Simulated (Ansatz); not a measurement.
Space group P2_13 (No. 198). a = 4.680 Å, b = 4.680 Å, c = 4.680 Å, α = 90.00°, β = 90.00°, γ = 90.00°
```
atom site symmetry x y z
  Mn    4a       .3.  0.6374  0.1374  0.3626
  Ge    4a       .3.  0.3433  0.8433  0.6567
```

Equation of state of this MnGe structure (not necessarily the ground state), with shape and atoms relaxed at each volume where symmetry leaves them free. It has no gap at any of these volumes. Theory: DFT PBEsol, scalar-relativistic, plane waves, PAW (Ansatz).

Settings: cutoff 420 eV, Γ-centred mesh 8×8×8 on the computed 8-atom cell, Gaussian smearing of 0.10 eV; collinear spin.

| V (Å³/atom) | E − E(largest V) (meV/atom) | P (GPa) |
| --- | --- | --- |
| 12.042 | -4.32 | 6.87 |
| 12.426 | -12.85 | 4.06 |
| 12.810 | -18.79 | 0.00 |
| 13.194 | -14.17 | -4.14 |
| 13.579 | 0.00 | -7.86 |

Fit a third-order Birch–Murnaghan equation to E(V).

V0 = 12.87 Å³/atom, B0 = 125 GPa, B0' = -13.4. B0' is unusual or poorly fixed by this range.

Only parallel moments were tried here.